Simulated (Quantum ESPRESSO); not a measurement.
pw.x input (Quantum ESPRESSO 7.5; PBEsol, PseudoDojo standard norm-conserving files, scalar-relativistic):

```
&CONTROL
  calculation = 'scf'
  pseudo_dir = './pseudo'
  outdir = './out'
  tprnfor = .true.
  tstress = .true.
/
&SYSTEM
  ibrav = 0
  nat = 2
  ntyp = 2
  ecutwfc = 88.0
  ecutrho = 352.0
  occupations = 'smearing'
  smearing = 'fd'
  degauss = 0.002
  nbnd = 12
/
&ELECTRONS
  conv_thr = 2e-10
/
ATOMIC_SPECIES
Na 22.9898 Na.upf
Cl 35.4500 Cl.upf
CELL_PARAMETERS angstrom
  0.000000000000   2.801776548000   2.801776548000
  2.801776548000   0.000000000000   2.801776548000
  2.801776548000   2.801776548000   0.000000000000
ATOMIC_POSITIONS crystal
Na   0.000000000000   0.000000000000   0.000000000000
Cl   0.500000000000   0.500000000000   0.500000000000
K_POINTS automatic
8 8 8 0 0 0
```

End of the output:

```
     total energy              =    -124.24677578 Ry
     estimated scf accuracy    <       0.00000004 Ry
     total energy              =    -124.24677579 Ry
     estimated scf accuracy    <          3.4E-09 Ry
     total energy              =    -124.24677579 Ry
     estimated scf accuracy    <          6.9E-10 Ry
[...]
     the Fermi energy is     4.2332 ev
!    total energy              =    -124.24677579 Ry
     estimated scf accuracy    <          3.2E-12 Ry
     smearing contrib. (-TS)   =       0.00000000 Ry
     internal energy E=F+TS    =    -124.24677579 Ry
     The total energy is F=E-TS. E is the sum of the following terms:
     one-electron contribution =     -73.53556819 Ry
     hartree contribution      =      41.02668799 Ry
     xc contribution           =     -22.48433994 Ry
     ewald contribution        =     -69.25355564 Ry
     convergence has been achieved in   9 iterations
     Forces acting on atoms (cartesian axes, Ry/au):
     atom    1 type  1   force =     0.00000000    0.00000000    0.00000000
     atom    2 type  2   force =     0.00000000    0.00000000    0.00000000
     Total force =     0.000000     Total SCF correction =     0.000000
     Computing stress (Cartesian axis) and pressure
          total   stress  (Ry/bohr**3)                   (kbar)     P=       -0.01
  -0.00000004   0.00000000   0.00000000           -0.01        0.00        0.00
   0.00000000  -0.00000004   0.00000000            0.00       -0.01        0.00
   0.00000000   0.00000000  -0.00000004            0.00        0.00       -0.01
```
In a gapped system the printed Fermi energy is only some level inside the gap.

Geometry relaxed with PBEsol.
